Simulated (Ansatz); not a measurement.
AlN (zinc blende), relaxed with PBE (Ansatz, a first-principles code, plane waves, PAW): a = 4.403 Å, b = 4.403 Å, c = 4.403 Å, α = 90.00°, β = 90.00°, γ = 90.00°.

- gap (eV): 3.31
- ΔH_f (eV/atom): -1.34
- B₀ by P(V) fit (GPa): 192
- electron conductivity mass (mₑ): 0.37

Question: The same phase is relaxed and computed with r²SCAN in the same code. What are the cell and these values now?

Answer: a = b = c = 4.3698 Å, α = β = γ = 90.00°.

* **gap (eV)**: 3.94
* **ΔH_f (eV/atom)**: -1.60
* **B₀ by P(V) fit (GPa)**: 210
* **electron conductivity mass (mₑ)**: 0.37

All cells were relaxed under the symmetry of their starts (and spin orders); stability against distortions was not tested throughout.

Potentials: the later of the program's two PAW sets.

Ansatz is a plane-wave DFT program.

Formation energies count from the lowest solids of the elements computed at the same level, not from gases.
